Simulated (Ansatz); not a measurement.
Hf₂O₃:
```
CELL_PARAMETERS angstrom
      3.53122     0.00000     0.00000
      0.00000     3.53122     0.00000
      0.00000     0.00000     4.99688
ATOMIC_POSITIONS crystal
  Hf 0.50000 0.00000 0.74987
  Hf 0.00000 0.50000 0.25013
  O  0.00000 0.00000 0.00000
  O  0.50000 0.50000 0.00000
  O  0.00000 0.00000 0.50000
```

Relaxed with PBEsol. Special points in fractions of this cell's reciprocal vectors: Γ (0.000, 0.000, 0.000); X (0.000, 0.500, 0.000); M (0.500, 0.500, 0.000); Z (0.000, 0.000, 0.500); R (0.000, 0.500, 0.500); A (0.500, 0.500, 0.500).

Task: List the band energies nearest the Fermi level at these points for the program Ansatz at the PBEsol level (PAW).

Result: In eV from the Fermi level; about four levels below and three above (degenerate sets whole), none deeper than 8.9 eV; points with the same levels are listed once.

```tsv
k	below	above
Γ	-4.17 -4.17 -3.45 -2.33	0.60 1.22 1.23
X	-5.98 -5.17 -4.07 -0.40	0.60 1.21 1.61
M	-4.76 -3.87 -3.87 -1.54	0.54 0.54 2.91 2.91
Z	-3.79 -3.79 -0.47 -0.22	1.90 2.04 2.07
R	-6.15 -5.47 -5.22 -4.98	0.03 1.52 1.60
A	-5.64 -3.95 -3.95 -1.59	0.99 0.99 2.48 2.48
```

Space group P-4m2. The start of the workflow was typed in or built on a structure type; neither database checked (COD, Materials Project) lists it. Whether it is the stable phase at ambient conditions was not checked. Symmetry was held in the PBEsol relaxation; whether a distortion lowers the energy is not shown. No spin polarisation was allowed. Scalar-relativistic: spin–orbit coupling is off unless named, which matters more the heavier the elements.

Potentials: the earlier of the program's two PAW sets. The files were generated under PBE; for other functionals the program regenerates the frozen cores, and for LDA and PBEsol the local potential too.
